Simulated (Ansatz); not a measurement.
Starting cell, TiB2 (AlB2 type, space group P6/mmm):

```
TiB2
1.0
    6.06368     0.00000     0.00000
   -1.51592     2.62565     0.00000
    3.03184     0.00000     3.22428
Ti B
2 4
Direct
  0.00000   0.00000   0.00000
  0.50000   0.00000   0.00000
  0.91667   0.66667   0.50000
  0.41667   0.66667   0.50000
  0.08333   0.33333   0.50000
  0.58333   0.33333   0.50000
```

A phonon eigenvector at L = (0.5, 0.0, 0.5) is frozen into this cell: atom i moves by Q times the vector below, so Q is the largest atomic displacement, in Å. The cell is held. (q is in reciprocal vectors of the primitive cell; the cell shown is doubled to hold the pattern.)

```csv
atom,x,y,z
B3,-0.866,-0.500,0.000
B4,0.866,0.500,0.000
B5,0.866,0.500,0.000
B6,-0.866,-0.500,0.000
```

Atoms not listed stay in place.

Level of theory: PBE (plane waves to 420 eV, PAW, scalar-relativistic; Ansatz, a program for electronic structure). k mesh 18×18×18 (Γ-centred), Fermi-Dirac smearing 0.05 eV. Energies are smeared free energies. With partly filled bands, energies and forces of such displacements shift with the k mesh and the smearing. The PAW data are Ansatz's earlier set. TiB2 is run without spin polarisation. TiB2 was relaxed with its symmetry unable to fall. ΔE is measured from the undisplaced structure. The last digit holds for this mesh only.

```
Q (Å)   ΔE (meV/cell)
------  -------------
-0.180         1464.7
-0.150       withheld
-0.120          670.4
-0.090          380.9
-0.060          170.5
-0.030           42.8
0.000             0.0
0.030            42.8
0.060           170.5
0.090           380.9
0.120           670.4
0.150        withheld
0.180          1464.7
```

Q: Fit an even polynomial form (powers 2, 4) to the given rows and predict ΔE at Q = -0.150.

A: Least squares on the 11 given rows: ΔE = (47630)·Q² + (-74870)·Q⁴, in meV/cell with Q in Å; root-mean-square residual 0.04 meV/cell. At -0.150 the fit gives 1033.8 meV/cell; the calculation gives 1033.8 meV/cell, the same to the digits shown. The quadratic term alone would give 1071.7 meV/cell.

(For displaced atoms, the force is minus the slope of the energy, and its curvature is a force constant, which sets phonon frequencies.)
